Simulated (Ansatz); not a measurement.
System: CsCu₄S₃ (parent space group No. 123, strained and rattled), 8 atoms in the cell.

```
Cs Cu S
1.0
     4.02115   -0.02212   -0.01547
    -0.02212    3.91305    0.01010
    -0.03777    0.02465    9.51842
Cs Cu S
1 4 3
Direct
  0.37592 0.00920 0.75862
  0.87169 0.03565 0.39602
  0.85527 0.00814 0.10507
  0.37614 0.53915 0.10514
  0.35066 0.50281 0.40056
  0.85950 0.52548 0.98818
  0.87313 0.50553 0.53513
  0.36531 0.01495 0.26249
```

The calculation used Ansatz, r²SCAN, plane waves, PAW datasets (generated soft set 1).

Cutoff 500 eV; k-mesh 3×3×1 Γ-centred; Fermi–Dirac smearing of 0.15 eV; no spin polarisation; no spin–orbit coupling.

The self-consistency threshold on the density residual (dr2_threshold) took the values 1e-3, 1e-4, 1e-5, 1e-6, 1e-8, 1e-10 eV.

How loose may it be if the forces are to lie within 1 meV/Å (rms) of the tightest run?

1e-5 eV.

```csv
threshold (eV),SCF iterations,E − E(tightest) (meV/atom),rms force change (meV/Å)
1e-3,13,0.011,1.48
1e-4,15,0.003,1.28
1e-5,16,0.001,0.35
1e-6,19,0.000,0.10
1e-8,23,0.000,0.00
1e-10,31,0.000,0.00
```

The k-mesh is coarse, so these values belong to this mesh and can lie far from the converged ones.
